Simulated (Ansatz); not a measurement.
## La (P6_3/mmc): elasticity against pressure

```
CELL_PARAMETERS angstrom
3.57596 0.00000 0.00000
-1.78798 3.09688 0.00000
0.00000 0.00000 5.91635
ATOMIC_POSITIONS crystal
La 0.33333 0.66667 0.25000
La 0.66667 0.33333 0.75000
```

This is the zero-pressure cell. At each pressure cell and atoms are relaxed in this structure, and the constants are slopes of the stress at strains of ±0.005 with relaxed ions (the coefficients that govern stability under load). Level: LDA, PAW on Ansatz 0.2.0's default frozen-core files (fitted under PBE), scalar-relativistic; k mesh 14×14×8, strains of ±0.005, Fermi-Dirac smearing of 0.100 eV, cutoff 420 eV. P is the pressure of the relaxed cell, less that of this one.

```
P (GPa)    V/V₀  C11 (GPa)  C12 (GPa)  C13 (GPa)  C33 (GPa)  C44 (GPa)
   0.00  1.0000       50.4       10.6       17.9       56.6        7.6
   1.00  0.9652       53.8       11.5       18.4       61.3        6.9
   2.01  0.9334       57.7       12.5       18.5       66.5        6.2
   4.00  0.8791       71.6       15.1       19.3       78.8        5.8
   7.00       ?          ?          ?          ?          ?          ?
   9.98  0.7727      122.7       26.3       27.4      123.5        8.2
  14.97  0.7182      157.1       38.2       36.1      160.3       12.0
```

Q: Does the bulk modulus from the constants agree with the pressure-volume curve?

A: A third-order Birch-Murnaghan fit to the volumes shown (F against f, f = [(V₀/V)^(2/3) − 1]/2) gives B₀ = 26.0 GPa and B′ = 3.3. Its −V dP/dV stands beside the Reuss value 1/ΣS_ij (i, j ≤ 3):

```
P (GPa)  from P(V)  from the constants
   0.00       26.0                27.4
   1.00       29.2                29.1
   2.01       32.4                30.8
   4.00       38.8                36.4
   9.98       55.3                59.0
  14.97       66.5                77.3
```

Q: What are the pressure derivatives at zero pressure?

A: Slopes at V₀ of quadratic fits in −ln(V/V₀) through the first four rows shown, divided by B₀: dC11/dP = 1.8, dC12/dP = 0.7, dC13/dP = 0.3, dC33/dP = 4.3, dC44/dP = -1.0. The mean slopes up to 2.0 GPa are 3.6, 0.9, 0.3, 4.9, -0.7; curvature and scatter of the constants part the two.

Q: Fill the row at 7.00 GPa.

A: Cubic fits in −ln(V/V₀) through all rows shown give C11 = 95.6, C12 = 19.6, C13 = 22.5, C33 = 99.0, C44 = 6.4 GPa. Computed: V/V₀ = 0.8177, C11 (GPa) = 97.8, C12 (GPa) = 19.7, C13 (GPa) = 22.4, C33 (GPa) = 100.5, C44 (GPa) = 6.5.

Q: Does a shear stiffness soften?

A: C44 goes from 7.6 to 12.0 GPa; (C11 − C12)/2 goes from 19.9 to 59.5 GPa. Neither ends more than 3 % under its start, and the lattice stays mechanically stable over this range.

Limits of these numbers: no other phase was computed; many crystals of this kind change structure within this range, and rows or crossings beyond such a change describe a metastable lattice; frozen-core PAW files fitted under PBE, their cores solved anew for the functional of the run; responses of metals move with mesh and smearing; elastic stability says nothing of phonons or of other phases; phonons weren't checked at these pressures.
